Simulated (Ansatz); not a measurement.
# KCl

```
CELL_PARAMETERS angstrom
0.00000 3.18946 3.18946
3.18946 0.00000 3.18946
3.18946 3.18946 0.00000
ATOMIC_POSITIONS crystal
K 0.00000 0.00000 0.00000
Cl 0.50000 0.50000 0.50000
```

Atom numbers follow the list: K1, Cl2.

The cell was built from the rocksalt type and relaxed in the same program, and has space group Fm-3m; it needn't be a known or the stable phase.

Levels of theory: DFT, PBE, all-electron LAPW, scalar-relativistic (Ansatz 0.2.0); DFT, PBE, PAW with Ansatz's default frozen-core files, scalar-relativistic (Ansatz 0.2.0).

For LAPW: a Γ-centred 13×13×13 k mesh, Fermi–Dirac smearing of 0.05 eV, basis error target 0.25 meV/atom, no spin polarisation. PAW takes a cutoff of 420 eV at this cell. The Ansatz runs share mesh, smearing and spin set-up. Values come from LAPW unless marked.

```json
{"Pressure at this cell": "0.02 GPa", "Volume per atom": "219.0 bohr³"}
```

**Question.** Löwdin charges (with 0.05 e of the cell spilling out of the atomic basis, so their sizes and signs hang on that basis): what does the calculation give?

**Answer.** K1 0.76, Cl2 -0.71 e.

**Question.** Predict this quantity. Bader charges (from the PAW run).

**Answer.** K1 +0.84, Cl2 -0.84 e.

**Question.** Give the computed value. Band gap.

**Answer.** 5.05 eV, direct at Γ.
